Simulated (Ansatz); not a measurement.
Relaxed Te (trigonal-Te type, space group P3_121):

```
CELL_PARAMETERS angstrom
      4.62355     0.00000     0.00000
     -2.31177     4.00411     0.00000
      0.00000     0.00000     5.90437
ATOMIC_POSITIONS crystal
  Te 0.25344 0.00000 0.33333
  Te 0.00000 0.25344 0.66667
  Te 0.74656 0.74656 0.00000
```

In each cell atom 2 (Te, nearest neighbour Te at 2.827 Å; its periodic images, 4.6 Å or more away, move with it) moves by s·(0.577, 0.577, 0.577) (along Cartesian [111]), the rest being held.

Calculation: r2SCAN (plane waves to 500 eV, PAW, scalar-relativistic; Ansatz, an electronic-structure program). k mesh 7×7×5 (Γ-centred), Fermi-Dirac smearing 0.05 eV. The energy includes the smearing's −TS. As the smearing reaches across the gap at some points, energies and forces of such displacements shift with the k mesh and the smearing. Spin-orbit coupling is left out, though Te is heavy. Te was relaxed with its symmetry unable to fall. The PAW data are Ansatz's earlier set. ΔE is measured from the undisplaced structure. The last digit holds for this mesh only.

```json
[
 {"s (Å)": "-0.850", "ΔE (meV/cell)": "924.4"},
 {"s (Å)": "-0.680", "ΔE (meV/cell)": "600.8"},
 {"s (Å)": "-0.510", "ΔE (meV/cell)": "344.3"},
 {"s (Å)": "-0.340", "ΔE (meV/cell)": "155.4"},
 {"s (Å)": "-0.170", "ΔE (meV/cell)": "39.4"},
 {"s (Å)": "0.000", "ΔE (meV/cell)": "0.0"},
 {"s (Å)": "0.170", "ΔE (meV/cell)": "41.2"},
 {"s (Å)": "0.340", "ΔE (meV/cell)": "withheld"},
 {"s (Å)": "0.510", "ΔE (meV/cell)": "383.1"},
 {"s (Å)": "0.680", "ΔE (meV/cell)": "679.7"},
 {"s (Å)": "0.850", "ΔE (meV/cell)": "1049.8"}
]
```

### Question
Fit a polynomial form (powers 2, 3, 4) to the given rows and predict ΔE at s = 0.340.

### Answer
Least squares on the 10 given rows: ΔE = (1414)·s² + (108.5)·s³ + (-65.26)·s⁴, in meV/cell with s in Å; root-mean-square residual 3.85 meV/cell. At 0.340 the fit gives 166.9 meV/cell; the calculation gives 168.5 meV/cell, so the interpolation is off by -1.6 (-0.9 %). The quadratic term alone would give 163.5 meV/cell.

(For displaced atoms, the force is minus the slope of the energy, and its curvature is a force constant, which sets phonon frequencies.)
